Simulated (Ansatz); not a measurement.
The start is a relaxed CdSe cell shaken by Gaussian noise of σ = 0.08 Å a coordinate. The cell and all atomic positions are relaxed at zero pressure with r2SCAN (plane waves to 500 eV, PAW, scalar-relativistic; Ansatz, a program for electronic structure). The first steps use a coarse 6×6×2 k-mesh.

Input geometry:
```
CdSe
1.0
    4.33797     0.00000     0.00000
   -2.16898     3.75679     0.00000
    0.00000     0.00000    14.16022
Cd Se
4 4
Cartesian
  0.00032  -0.19060   0.02431
 -0.11133  -0.03685   7.13873
  2.18597   1.14494  10.53475
 -0.06746   2.76711   3.60725
  0.11525   0.00057  11.54255
  0.13481   0.03617   4.43570
  2.18420   1.24953   7.90071
 -0.00570   2.47214   0.83721
```

Energy released: 65 meV/atom
Relative to the parent: It relaxes back to the parent, P6₃mc (No. 186)
Shortest distances (start → end): The closest pairs of elements (up to four, under 3.6 Å), start → end: Cd–Se 2.37 → 2.65 Å
Band gap at the end: 1.07 eV (no spin-orbit coupling)
Optimiser moves: 4

The end point of the relaxation:

Space group P6₃mc (No. 186); a = 4.3383 Å, b = 4.3383 Å, c = 14.1610 Å, α = 90.00°, β = 90.00°, γ = 120.00°

```tsv
atom	site	symmetry	x	y	z
Cd	2a	3m.	0.0000	0.0000	0.4998
Cd	2b	3m.	0.6667	0.3333	0.2499
Se	2a	3m.	0.0000	0.0000	0.1875
Se	2b	3m.	0.6667	0.3333	0.4377
```

Final values are on a 9×9×3 k-mesh of the relaxed cell. No spin polarisation in the result.

The first start was generated by placing the elements on the sites of a structure type. A measured structure of CdSe has the same space group, P6₃mc (No. 186); the sites were not compared with it.
